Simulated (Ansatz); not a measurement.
Consider the following.

MgO:
```
CELL_PARAMETERS angstrom
      3.25626     0.00000     0.00000
     -1.62813     2.82000     0.00000
      0.00000     0.00000    15.48643
ATOMIC_POSITIONS crystal
  Mg 0.66667 0.33333 0.64803
  Mg 0.66667 0.33333 0.97924
  Mg 0.33333 0.66667 0.81363
  Mg 0.33333 0.66667 0.48184
  Mg 0.33333 0.66667 0.14744
  Mg 0.00000 0.00000 0.31364
  O  0.66667 0.33333 0.85175
  O  0.66667 0.33333 0.52051
  O  0.33333 0.66667 0.01862
  O  0.33333 0.66667 0.68615
  O  0.33333 0.66667 0.35303
  O  0.00000 0.00000 0.18611
```

This is the r²SCAN-relaxed structure. Cartesian axes are those of the cell as given.

Q: All from the program Ansatz at the r²SCAN level (PAW), unless another level is named. Give the highest zone-centre frequency (without LO–TO term).

A: 84.9 meV.

Q: And the bulk modulus (Birch–Murnaghan fit)?

A: 125 GPa.

Q: Next, the elastic constants (relaxed ions, GPa)?

A: C11 = 202, C12 = 105, C13 = 83.6, C14 = 0.0, C33 = 185, C44 = 53.8.

Space group P3m1. The first step of the workflow began from a Materials Project structure, measured or hypothetical; the Crystallography Open Database copy checked does not list it. It is not the phase usual at ambient conditions (space group No. 225). Symmetry was held in the r²SCAN relaxation; whether a distortion lowers the energy is not shown.

Potentials: the later of the program's two PAW sets.
